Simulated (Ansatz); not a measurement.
Input, command and steps of an Ansatz relaxation.

```yaml
crystal:
  lattice:
    - [2.1652496347, 1.2501074595, 10.0582051319]
    - [-2.1652496347, 1.2501074595, 10.0582051319]
    - [0.0, -2.5002149189, 10.0582051319]
  atoms:
    - { symbol: Bi, position: [0.6056305917, 0.6056305917, 0.6056305917] }
    - { symbol: Bi, position: [0.3943694083, 0.3943694083, 0.3943694083] }
    - { symbol: Te, position: [0.2131767939, 0.2131767939, 0.2131767939] }
    - { symbol: Te, position: [0.7868232061, 0.7868232061, 0.7868232061] }
    - { symbol: Se, position: [0.0, 0.0, 0.0] }
basis:
  ecutwfc: 420
kpoints:
  mp_grid: { grid: [12, 12, 12] }
hamiltonian:
  xc: pbesol
scf:
  occupations: { method: gaussian, width: 0.1 }
output:
  forces: true
  stress: true
  eigenvalues: true
relax:
  adjacent_minimum: "off"
  f_tol: 0.01
  max_steps: 30
  cell: { stress_tol: 0.1, fix: [volume] }
```

```bash
ansatz run input.yaml --threads 2 --pin off --max-ram 5120MiB --backend cpu --events-out ev --progress --plain --runs-dir out
```

Theory: DFT PBEsol, scalar-relativistic, plane waves, PAW in Ansatz 0.2.0.

The volume is held at 1.03 times that of the relaxed cell.

Of 6 frames 5 are shown, positions in Å and forces in eV/Å; the SCF threshold varies from step to step. Steps run on the plane waves of an earlier cell, with a Pulay correction in the pressure. The basis is chosen afresh for the last frame, the zero of the energies, and at times for earlier ones too; energy and pressure can step there, also at an unchanged geometry. Where two frames share a geometry here, they differ by under 2 meV/atom and 0.3 GPa. The end is built of layers, and without a dispersion correction their distances are poorly fixed.

```xyz
5
Lattice="2.1652 1.2501 10.0582 -2.1652 1.2501 10.0582 0.0000 -2.5002 10.0582" Properties=species:S:1:pos:R:3:forces:R:3 pbc="T T T" step=1 free_energy_over_end_meV_per_atom=2.36 pressure_GPa=-1.57
Bi    0.0000    0.0000   18.2747    0.0000    0.0000   -0.0892
Bi    0.0000    0.0000   11.8999    0.0000    0.0000    0.0892
Te    0.0000    0.0000    6.4325    0.0000    0.0000    0.2055
Te    0.0000    0.0000   23.7421    0.0000    0.0000   -0.2055
Se    0.0000    0.0000    0.0000    0.0000    0.0000    0.0000
5
Lattice="2.1674 1.2514 10.0382 -2.1674 1.2514 10.0382 0.0000 -2.5027 10.0382" Properties=species:S:1:pos:R:3:forces:R:3 pbc="T T T" step=2 free_energy_over_end_meV_per_atom=0.91 pressure_GPa=-0.85
Bi    0.0000    0.0000   18.2501    0.0000    0.0000    0.1059
Bi    0.0000    0.0000   11.8646    0.0000    0.0000   -0.1059
Te    0.0000    0.0000    6.4762    0.0000    0.0000   -0.0732
Te    0.0000    0.0000   23.6385    0.0000    0.0000    0.0732
Se    0.0000    0.0000    0.0000    0.0000    0.0000    0.0000
5
Lattice="2.1612 1.2477 10.0963 -2.1612 1.2477 10.0963 0.0000 -2.4955 10.0963" Properties=species:S:1:pos:R:3:forces:R:3 pbc="T T T" step=3 free_energy_over_end_meV_per_atom=0.21 pressure_GPa=-0.87
Bi    0.0000    0.0000   18.3712    0.0000    0.0000   -0.0167
Bi    0.0000    0.0000   11.9176    0.0000    0.0000    0.0167
Te    0.0000    0.0000    6.5185    0.0000    0.0000    0.0091
Te    0.0000    0.0000   23.7702    0.0000    0.0000   -0.0091
Se    0.0000    0.0000    0.0000    0.0000    0.0000    0.0000
5
Lattice="2.1547 1.2440 10.1570 -2.1547 1.2440 10.1570 0.0000 -2.4880 10.1570" Properties=species:S:1:pos:R:3:forces:R:3 pbc="T T T" step=4 free_energy_over_end_meV_per_atom=0.01 pressure_GPa=-0.80
Bi    0.0000    0.0000   18.4833    0.0000    0.0000   -0.0104
Bi    0.0000    0.0000   11.9877    0.0000    0.0000    0.0104
Te    0.0000    0.0000    6.5634    0.0000    0.0000    0.0142
Te    0.0000    0.0000   23.9075    0.0000    0.0000   -0.0142
Se    0.0000    0.0000    0.0000    0.0000    0.0000    0.0000
5
Lattice="2.1534 1.2432 10.1697 -2.1534 1.2432 10.1697 0.0000 -2.4865 10.1697" Properties=species:S:1:pos:R:3:forces:R:3 pbc="T T T" step=6 free_energy_over_end_meV_per_atom=0.00 pressure_GPa=-0.74
Bi    0.0000    0.0000   18.5076    0.0000    0.0000    0.0005
Bi    0.0000    0.0000   12.0014    0.0000    0.0000   -0.0005
Te    0.0000    0.0000    6.5762    0.0000    0.0000    0.0004
Te    0.0000    0.0000   23.9328    0.0000    0.0000   -0.0004
Se    0.0000    0.0000    0.0000    0.0000    0.0000    0.0000
```

It took 5 min on 2 threads of Arm Neoverse V1, on a shared host, peak memory 1.2 GiB.

Spin–orbit coupling is left out, which can shift energies with elements as heavy as these.